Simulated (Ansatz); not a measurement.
LaN:
```xyz
2
Lattice="0.0000 2.7733 2.7733 2.7733 0.0000 2.7733 2.7733 2.7733 0.0000" Properties=species:S:1:pos:R:3 pbc="T T T"
N      1.3866     1.3866     1.3866
La     0.0000     0.0000     0.0000
```

Relaxed with PBEsol. Special points in fractions of this cell's reciprocal vectors: Γ (0.000, 0.000, 0.000); X (0.500, 0.000, 0.500); U (0.625, 0.250, 0.625); K (0.375, 0.375, 0.750); L (0.500, 0.500, 0.500); W (0.500, 0.250, 0.750).

Task: List the band energies nearest the valence-band maximum at these points for plane-wave PAW PBEsol with spin–orbit coupling (Ansatz code).

Result: In eV from the valence-band maximum; about four levels below and three above (degenerate sets whole), none deeper than 8.9 eV; points with the same levels are listed once.

```
k                                below                          above
-  -----------------------------------  -----------------------------
Γ  -2.18 -2.18 -2.18 -2.18 -2.18 -2.18  0.97 0.97 3.72 3.72 3.72 3.72
X                -0.21 -0.21 0.00 0.00            2.13 2.13 3.22 3.22
U              -0.63 -0.58 -0.42 -0.37                 1.89 2.02 3.39
L              -1.55 -1.55 -0.69 -0.69            2.43 2.43 3.59 3.59
W              -1.37 -1.37 -0.41 -0.36                 2.11 2.39 3.19
```

Space group F-43m (zinc blende). The start of the workflow was typed in or built on a structure type; neither database checked (COD, Materials Project) lists it. COD files the formula under space group No. 225. Its standing as an ambient phase is unchecked. Symmetry was held in the PBEsol relaxation; its stability against distortions is not shown here.

Potentials: the earlier of the program's two PAW sets. The files were generated under PBE; for other functionals the program regenerates the frozen cores, and for LDA and PBEsol the local potential too.
